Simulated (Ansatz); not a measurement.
Mg₂SiNi₃ in space group R-3m (No. 166; Mg on 6c, Si on 3b, Ni on 9e), DFT-r²SCAN in the program Ansatz with PAW potentials, all energies at zero smearing, with the estimated change up to a 700 eV cutoff added, with one set of potentials and settings (totals compare only within such a set). Cell of 6 atoms (2 Mg, 1 Si, 3 Ni): -22030.424 eV.

```json
[
 {"element": "Mg", "reference phase": "P6_3/mmc, 2 atoms in the cell", "E (eV/atom)": "-1926.4086"},
 {"element": "Si", "reference phase": "Fd-3m, 2 atoms in the cell", "E (eV/atom)": "-639.0667"},
 {"element": "Ni", "reference phase": "Fm-3m, 1 atoms in the cell, spin-polarised", "E (eV/atom)": "-5845.2912"}
]
```

Formation energy per atom, worked out: (-22030.424 − 2×(-1926.4086) − 1×(-639.0667) − 3×(-5845.2912))/6 = -0.444 eV/atom (-43 kJ per mol of atoms), at 0 K, without zero-point energy or fitted corrections.

The first step of the workflow began from a Materials Project structure, measured or hypothetical; the Crystallography Open Database copy checked does not list it. Whether it is the stable phase at ambient conditions was not checked. Symmetry was held in the r²SCAN relaxation; whether a distortion lowers the energy is not shown. No spin polarisation was allowed. The references are the lowest solids computed at this level, not always the standard phases.

Potentials: the later of the program's two PAW sets.
